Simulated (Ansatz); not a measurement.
HfC:
```
HfC
1.0
    3.22664     0.00000     0.00000
   -1.61332     2.79435     0.00000
    0.00000     0.00000     2.90160
Hf C
1 1
Direct
  0.00000   0.00000   0.00000
  0.33333   0.66667   0.50000
```

Relaxed with r²SCAN.

Map the valence electron density (e/Å³), cut off at 2 on the plane through (0.000, 0.000, 0.000) spanned by u = [0, 0, 1] and v = [1, -1, 0] in lattice vectors, from plane-wave PAW r²SCAN (Ansatz code).

x is the fraction of u, y of v (the angle between them is 90°; rows are the nearest grid lines); atoms in the plane: Hf at (0.00, 0.00), C at (0.50, 0.33).
```
|99999410001499999|
|99999310001399999|
|99996210001269999|
|87421000000012478|
|22110000000001122|
|00000000000000000|
|00000000000000000|
|00000000000000000|
|00000000000000000|
|00000000000000000|
|00000000000000000|
|00000000000000000|
|00011223332211000|
|00112345654321100|
|00123567876532100|
|00123577777532100|
|00123677677632100|
|00112457775421100|
|11112334543321111|
|22211222222211222|
|76432111111123467|
|99996210001269999|
|99999310001399999|
|99999410001499999|
```
Scale: ten equal steps from 0.079 (start of '0') to 2.00 (end of '9'), in the order '0123456789'; x runs from 0.000 to 1.00, y from 0.000 (bottom) to 1.00 (top).

The density is the valence pseudo-density with augmentation charge, so density and ELF within about 1 Å of a nucleus are not all-electron values.

Space group P-6m2. The start of the workflow was typed in or built on a structure type; neither database checked (COD, Materials Project) lists it. It is not the phase usual at ambient conditions (space group No. 225). Symmetry was held in the r²SCAN relaxation; whether a distortion lowers the energy is not shown. No spin polarisation was allowed. Scalar-relativistic: spin–orbit coupling is off unless named, which matters more the heavier the elements.

Potentials: the earlier of the program's two PAW sets.
